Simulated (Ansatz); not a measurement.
## Is this HfSn₃Se₈ structure a true minimum?

The structure comes from a generated guess, relaxed at this level; another structure or a mixture of phases may lie lower.

Method: DFT PBE, scalar-relativistic, plane waves, PAW in Ansatz. Plane waves to 420 eV, a k mesh through Γ of 6×6×6 on the computed 12-atom cell and Gaussian smearing (0.01 eV); no spin polarisation.

The cell below (12 atoms, space group C2/m (No. 12)) is relaxed within its symmetry.

```
CELL_PARAMETERS angstrom
6.67916 -3.85594 0.00000
6.67916 3.85594 0.00000
-6.67030 0.00000 7.11021
ATOMIC_POSITIONS crystal
Hf 0.00000 0.00000 0.00000
Sn 0.50000 0.00000 0.00000
Sn 0.00000 0.50000 0.00000
Sn 0.50000 0.50000 0.00000
Se 0.78448 0.27649 0.22502
Se 0.27632 0.27632 0.22463
Se 0.77783 0.77783 0.22273
Se 0.27649 0.78448 0.22502
Se 0.21552 0.72351 0.77498
Se 0.72368 0.72368 0.77537
Se 0.22217 0.22217 0.77727
Se 0.72351 0.21552 0.77498
```

For the test it was strained at random (σ = 1.5 % a component), the atoms were moved at random (σ = 0.05 Å), and all was relaxed again on a coarse 4×4×4 mesh (in the run’s order of axes) with 0.20 eV smearing, with no symmetry imposed.

Weakly bound directions are ill-defined at this level, which has no dispersion term. These runs have no spin–orbit coupling, which can matter for Hf.

Problem. Does it come back?

Solution. It returns, within 1 meV/atom of the unmoved cell on that mesh and with the same symmetry when read at 0.1 Å (P1 at 0.01 Å, so small strains and shifts remain). No instability shows in this cell; modes of other wave vectors, which need another repeat, aren't tested.
